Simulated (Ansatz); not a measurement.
Relaxed-ion elastic tensor of Sb2Se3 in space group Pnma (No. 62; Pearson symbol oP20) in GPa (Voigt order), LDA (plane waves, PAW; program Ansatz); density 6.24 g/cm³, 25.59 Å³ per atom.

|  | 1 | 2 | 3 | 4 | 5 | 6 |
|---|---|---|---|---|---|---|
| 1 | 39.7 | 20.8 | 20.3 | 0.0 | 0.0 | 0.0 |
| 2 | 20.8 | 86.5 | 31.2 | 0.0 | 0.0 | 0.0 |
| 3 | 20.3 | 31.2 | 64.2 | 0.0 | 0.0 | 0.0 |
| 4 | 0.0 | 0.0 | 0.0 | 27.1 | 0.0 | 0.0 |
| 5 | 0.0 | 0.0 | 0.0 | 0.0 | 20.3 | 0.0 |
| 6 | 0.0 | 0.0 | 0.0 | 0.0 | 0.0 | 7.0 |

Is the crystal mechanically stable?

Yes: the smallest eigenvalue of C is 7.0 GPa.

Work out the Voigt, Reuss and Hill averages.

K_V = 37.2, K_R = 32.4, K_H = 34.8; G_V = 18.7, G_R = 14.5, G_H = 16.6 GPa.

Give Young's modulus, Poisson's ratio, Pugh's ratio and the universal anisotropy index.

E = 9KG/(3K + G) = 43.1 GPa; ν = 0.29; K/G = 2.09 (ductile by the Pugh limit of 1.75); A_U = 5G_V/G_R + K_V/K_R − 6 = 1.59.

Estimate the sound speeds and the Debye temperature.

v_l = √((K + 4G/3)/ρ) = 3020 m/s, v_t = √(G/ρ) = 1630 m/s, mean 1820 m/s; Θ = (h/k)(3n/4πV)^(1/3) v_m = 184 K.

Solve the Christoffel equation for the three sound speeds along x, y, z.

Eigenvalues of C_ijkl n_j n_l equal ρv². In km/s, slowest first: x 1.06, 1.80, 2.52; y 1.06, 2.08, 3.72; z 1.80, 2.08, 3.21.

How much does each axis shrink under pressure?

Linear compressibilities β_i = Σ_j S_ij (j = 1 to 3): x 19, y 4.3, z 7.4 per TPa.

The cell was relaxed with LDA under the symmetry of its start. A crystal of weakly bound chains computed without a dispersion correction: the cell and the soft elastic constants depend strongly on that. Scalar-relativistic: spin–orbit coupling is off unless named, which matters more the heavier the elements.

Potentials: the later of the program's two PAW sets.
